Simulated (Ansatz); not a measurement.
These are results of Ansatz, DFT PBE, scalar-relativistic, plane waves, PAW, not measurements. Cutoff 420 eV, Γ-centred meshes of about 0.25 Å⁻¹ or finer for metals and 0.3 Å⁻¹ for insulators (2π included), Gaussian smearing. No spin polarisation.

A search over trial structures of Na5ZrO2 gave this relaxed cell.

```
Na Zr O
1.0
     3.42758    0.00000    0.00000
    -1.71379    2.96837    0.00000
     0.00000    0.00000   18.36313
Na Zr O
5 1 2
Direct
  0.66667 0.33333 0.16371
  0.33333 0.66667 0.32961
  0.00000 0.00000 0.50000
  0.66667 0.33333 0.67039
  0.33333 0.66667 0.83629
  0.00000 0.00000 0.00000
  0.66667 0.33333 0.94872
  0.33333 0.66667 0.05128
```

Question: Is it a true minimum?

Answer: It is locally stable on this q mesh, but a lower structure lies near. The phonons on a 3×3×1 q mesh of the computed 8-atom cell show no imaginary mode. (Phonon run: 12×12×2 k mesh, Gaussian smearing of 0.10 eV.) With atoms moved at random and symmetry off, it falls by 21 meV/atom into C2/m (No. 12). Conventional cell: a = 5.961 Å, b = 3.441 Å, c = 19.048 Å, β = 96.3°. Na on a site of symmetry m has 1 O at 2.38 Å, 9 Na at 3.44–3.66 Å and 3 Zr at 3.84 Å; Na on a second site of symmetry m is surrounded by 12 Na at 3.44–3.71 Å; around Zr lie 6 O at 2.18 Å, 6 Zr at 3.44 Å and 6 Na at 3.84 Å; around O lie 3 Zr at 2.18 Å, 1 Na at 2.38 Å and 3 O at 2.69 Å; 1 more site not described.

```cif
data_structure
_symmetry_space_group_name_H-M 'P 1'
_symmetry_Int_Tables_number 1
_cell_length_a 3.4415
_cell_length_b 3.4415
_cell_length_c 19.0478
_cell_angle_alpha 95.482
_cell_angle_beta 95.482
_cell_angle_gamma 59.985
_cell_volume 194.16
loop_
_atom_site_label
_atom_site_type_symbol
_atom_site_fract_x
_atom_site_fract_y
_atom_site_fract_z
_atom_site_occupancy
Na1 Na 0.72662 0.72662 0.67339 1
Na2 Na 0.11447 0.11447 0.83524 1
Na3 Na 0.50000 0.50000 0.00000 1
Na4 Na 0.88553 0.88553 0.16476 1
Na5 Na 0.27338 0.27338 0.32661 1
Zr1 Zr 0.00000 0.00000 0.50000 1
O1 O 0.31649 0.31649 0.45210 1
O2 O 0.68351 0.68351 0.54790 1
```

An odd number of electrons in the primitive cell allows no gap without spin; a larger cell or a magnetic state could open one. Phonons of metals hang on the k mesh and the smearing.
